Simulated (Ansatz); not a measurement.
## Property card for K₃SbS₄

K₃SbS₄:
```yaml
crystal:
  lattice:
    - [5.15859, -5.48279, 0.00000]
    - [5.15859, 5.48279, 0.00000]
    - [0.00000, 0.00000, 7.47009]
  atoms:
    - { symbol: K, position: [0.29393, 0.70607, 0.97940] }
    - { symbol: K, position: [0.70607, 0.29393, 0.47940] }
    - { symbol: K, position: [0.74639, 0.80254, 0.48987] }
    - { symbol: K, position: [0.25361, 0.19746, 0.98987] }
    - { symbol: K, position: [0.19746, 0.25361, 0.48987] }
    - { symbol: K, position: [0.80254, 0.74639, 0.98987] }
    - { symbol: Sb, position: [0.24504, 0.75496, 0.48037] }
    - { symbol: Sb, position: [0.75496, 0.24504, 0.98037] }
    - { symbol: S, position: [0.56658, 0.43342, 0.82953] }
    - { symbol: S, position: [0.43342, 0.56658, 0.32953] }
    - { symbol: S, position: [0.91512, 0.08488, 0.77142] }
    - { symbol: S, position: [0.08488, 0.91512, 0.27142] }
    - { symbol: S, position: [0.58446, 0.04499, 0.16087] }
    - { symbol: S, position: [0.41554, 0.95501, 0.66087] }
    - { symbol: S, position: [0.95501, 0.41554, 0.16087] }
    - { symbol: S, position: [0.04499, 0.58446, 0.66087] }
```

Space group Cmc2_1 (No. 36); conventional cell a = 10.317 Å, b = 10.966 Å, c = 7.470 Å, α = β = γ = 90.00°.

Method: the program Ansatz at the LDA level (PAW). Geometry: relaxed at this level of theory. Other levels are named where they apply.

Cell and energy:

| Item | Value |
|---|---|
| Volume per atom | 26.41 Å³ |
| Density | 2.89 g/cm³ |
| Formation energy from the elements (no fitted shifts) | -0.93 eV/atom |

Electronic structure:

| Property | Value |
|---|---|
| Band gap | 2.08 eV (direct) |
| Valence-band maximum | at Γ |
| Conduction-band minimum | at Γ |
| Electron effective mass | 0.80 mₑ (isotropic) |
| Hole effective mass | 0.69, 1.3, 2.2 mₑ (principal values) |

Mechanics:

| Quantity | Value |
|---|---|
| Bulk modulus (Birch–Murnaghan fit) | 20.3 GPa |
| Pressure derivative B′ | 4.3 |
| Elastic constants (relaxed ions, GPa) | C11 = 33.6, C22 = 32.1, C33 = 47.0, C12 = 17.2, C13 = 11.6, C23 = 7.3, C44 = 7.5, C55 = -0.5, C66 = 10.5 |
| Mechanical stability | marginal (the smallest eigenvalue of C is near zero) |
| Piezoelectric stress constants (proper, relaxed ions, C/m²) | e15 = -0.50, e24 = 0.27, e31 = -0.37, e32 = 0.16, e33 = 0.02 |

The workflow started from a Materials Project entry (that database holds measured and hypothetical structures alike); the Crystallography Open Database files this formula in space group No. 36, but the cells were not matched. Its standing as an ambient phase is unchecked. The LDA relaxation kept the symmetry of its start; whether a distortion lowers the energy is not shown. Signs of piezoelectric constants follow the polarity of the cell as given. The references are the lowest solids computed at this level, not always the standard phases. Scalar-relativistic: spin–orbit coupling is off unless named, which matters more the heavier the elements.

Potentials: the later of the program's two PAW sets.
